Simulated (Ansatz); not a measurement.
LaScHO₂:
```
CELL_PARAMETERS angstrom
      4.10257     0.00000     0.00000
      0.00000     4.10257     0.00000
      0.00000     0.00000     3.71253
ATOMIC_POSITIONS crystal
  La 0.50000 0.50000 0.50000
  Sc 0.00000 0.00000 0.00000
  O  0.50000 0.00000 0.00000
  O  0.00000 0.50000 0.00000
  H  0.00000 0.00000 0.50000
```

Relaxed with PBEsol. Special points in fractions of this cell's reciprocal vectors: Γ (0.000, 0.000, 0.000); X (0.000, 0.500, 0.000); M (0.500, 0.500, 0.000); Z (0.000, 0.000, 0.500); R (0.000, 0.500, 0.500); A (0.500, 0.500, 0.500).

Problem. List the band energies nearest the Fermi level at these points for PBEsol with spin–orbit coupling in the plane-wave PAW code Ansatz.

Solution. In eV from the Fermi level; about four levels below and three above (degenerate sets whole), none deeper than 8.9 eV; points with the same levels are listed once.

| k | below | above |
|---|---|---|
| Γ | -4.02 -4.02 -0.33 -0.33 | 0.02 0.02 0.49 0.49 |
| X | -4.81 -4.81 -0.43 -0.43 | 0.61 0.61 0.80 0.80 |
| M | -5.75 -5.75 -4.08 -4.08 | 0.67 0.67 0.70 0.70 |
| Z | -0.02 -0.02 -0.01 -0.01 | 0.28 0.28 0.63 0.63 |
| R | -3.45 -3.45 -1.27 -1.27 | 0.77 0.77 0.97 0.97 |
| A | -5.17 -5.17 -3.98 -3.98 | 0.78 0.78 0.88 0.88 |

Space group P4/mmm. The start of the workflow was typed in or built on a structure type; neither database checked (COD, Materials Project) lists it. Its standing as an ambient phase is unchecked. Symmetry was held in the PBEsol relaxation; its stability against distortions is not shown here. No spin polarisation was allowed. With an odd number of electrons in the cell and no spin polarisation, the count alone makes it a metal.

Potentials: the earlier of the program's two PAW sets. The files were generated under PBE; for other functionals the program regenerates the frozen cores, and for LDA and PBEsol the local potential too.
